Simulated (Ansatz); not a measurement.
The cell is an ordered 8-atom cell of Ga4SbAs3 on the zincblende lattice (P-43m); cell and atoms were relaxed with r2SCAN. Around As lie 4 Ga at 2.48 Å; around Ga lie 3 As at 2.48 Å and 1 Sb at 2.59 Å; around Sb lie 4 Ga at 2.59 Å.

Space group P-43m (No. 215). a = 5.787 Å, b = 5.787 Å, c = 5.787 Å, α = 90.00°, β = 90.00°, γ = 90.00°

| atom | site | symmetry | x | y | z |
| --- | --- | --- | --- | --- | --- |
| As | 3d | -42.m | 0.5000 | 0.0000 | 0.0000 |
| Ga | 4e | .3m | 0.2418 | 0.7582 | 0.7582 |
| Sb | 1b | -43m | 0.5000 | 0.5000 | 0.5000 |

3 runs of Ansatz 0.2.0 on this cell differ in the functional (and in the settings that go with it). Levels are in eV from each run's valence top; v1 is the last filled band, c1 the first empty one.

Run A, mean stress +0.4 GPa (compression positive):

| point | v4 | v3 | v2 | v1 | c1 | c2 |
| --- | --- | --- | --- | --- | --- | --- |
| Γ | -2.84 | 0.00 | 0.00 | 0.00 | 0.78 | 1.99 |
| X | -2.07 | -2.07 | -1.57 | -1.57 | 2.29 | 2.41 |
| M | -1.72 | -1.49 | -1.08 | -1.08 | 2.97 | 2.97 |
| R | -1.44 | -0.85 | -0.85 | -0.85 | 1.22 | 1.22 |

Run B, mean stress 0.0 GPa (compression positive):

| point | v4 | v3 | v2 | v1 | c1 | c2 |
| --- | --- | --- | --- | --- | --- | --- |
| Γ | -2.72 | 0.00 | 0.00 | 0.00 | 0.43 | 1.67 |
| X | -1.99 | -1.99 | -1.51 | -1.51 | 1.90 | 2.07 |
| M | -1.67 | -1.43 | -1.04 | -1.04 | 2.54 | 2.54 |
| R | -1.38 | -0.82 | -0.82 | -0.82 | 0.86 | 0.86 |

Run C, mean stress +2.5 GPa (compression positive):

| point | v4 | v3 | v2 | v1 | c1 | c2 |
| --- | --- | --- | --- | --- | --- | --- |
| Γ | -2.61 | 0.00 | 0.00 | 0.00 | 0.03 | 1.40 |
| X | -1.91 | -1.91 | -1.46 | -1.46 | 1.64 | 1.80 |
| M | -1.59 | -1.37 | -1.01 | -1.01 | 2.21 | 2.21 |
| R | -1.32 | -0.79 | -0.79 | -0.79 | 0.53 | 0.53 |

Problem. Match the runs to PBE, r2SCAN, HSE06.

Solution. A is HSE06, B is r2SCAN, C is PBE. In order of the gap: PBE 0.03, r2SCAN 0.43, HSE06 0.78 eV. The stress vanishes for r2SCAN, which relaxed the cell.

Values at 0 K without nuclear motion; spin polarisation is off, and the phase may be a hypothetical one.

No spin-orbit coupling is included; it can move band edges with weight on the heavy atoms by tenths of an eV.

The program warns that its thresholds are loose for a hybrid's stress.

Gaps or overlaps of about a tenth of an eV are at the limit of these meshes: between the points read a gap can be smaller or closed.

The meshes of the hybrids are coarse, so their gaps aren't converged to the digits shown.
